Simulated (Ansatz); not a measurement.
Relaxed-ion elastic tensor of WO$_{3}$ (ReO3 type, Pm-3m) in GPa (Voigt order), LDA in the plane-wave PAW code Ansatz; density 7.15 g/cm³, 13.46 Å³ per atom.

```csv
,1,2,3,4,5,6
1,684,48.9,48.9,0.0,0.0,0.0
2,48.9,684,48.9,0.0,0.0,0.0
3,48.9,48.9,684,0.0,0.0,0.0
4,0.0,0.0,0.0,70.2,0.0,0.0
5,0.0,0.0,0.0,0.0,70.2,0.0
6,0.0,0.0,0.0,0.0,0.0,70.2
```

**Question.** Is the crystal mechanically stable?

**Answer.** Yes: the smallest eigenvalue of C is 70.2 GPa.

**Question.** Work out the Voigt, Reuss and Hill averages.

**Answer.** K_V = 261, K_R = 261, K_H = 261; G_V = 169, G_R = 102, G_H = 136 GPa.

**Question.** Give Young's modulus, Poisson's ratio, Pugh's ratio and the universal anisotropy index.

**Answer.** E = 9KG/(3K + G) = 347 GPa; ν = 0.28; K/G = 1.92 (ductile by the Pugh limit of 1.75); A_U = 5G_V/G_R + K_V/K_R − 6 = 3.29.

**Question.** Estimate the sound speeds and the Debye temperature.

**Answer.** v_l = √((K + 4G/3)/ρ) = 7860 m/s, v_t = √(G/ρ) = 4350 m/s, mean 4850 m/s; Θ = (h/k)(3n/4πV)^(1/3) v_m = 607 K.

**Question.** Give the Zener ratio and Young's modulus along [100], [110] and [111].

**Answer.** A = 2C44/(C11 − C12) = 0.22; 1/E = S11 − 2(S11 − S12 − S44/2)Γ with Γ = 0, 1/4, 1/3 gives 677, 235, 193 GPa.

**Question.** Solve the Christoffel equation for the three sound speeds along [100], [110], [111].

**Answer.** Eigenvalues of C_ijkl n_j n_l equal ρv². In km/s, slowest first: [100] 3.13, 3.13, 9.78; [110] 3.13, 6.66, 7.81; [111] 5.73, 5.73, 7.04.

The workflow started from a Materials Project entry (that database holds measured and hypothetical structures alike); the Crystallography Open Database copy checked does not list it. COD files the formula under space group No. 2, 14, 62, 129, 130, 191, so this cell is another polymorph or a model. Whether it is the stable phase at ambient conditions was not checked. The LDA relaxation kept the symmetry of its start. At this level the phase is dynamically unstable (imaginary phonons). The run is not spin-polarised. No Hubbard U is applied. Spin–orbit coupling is left out wherever it is not named.

Potentials: the later of the program's two PAW sets.
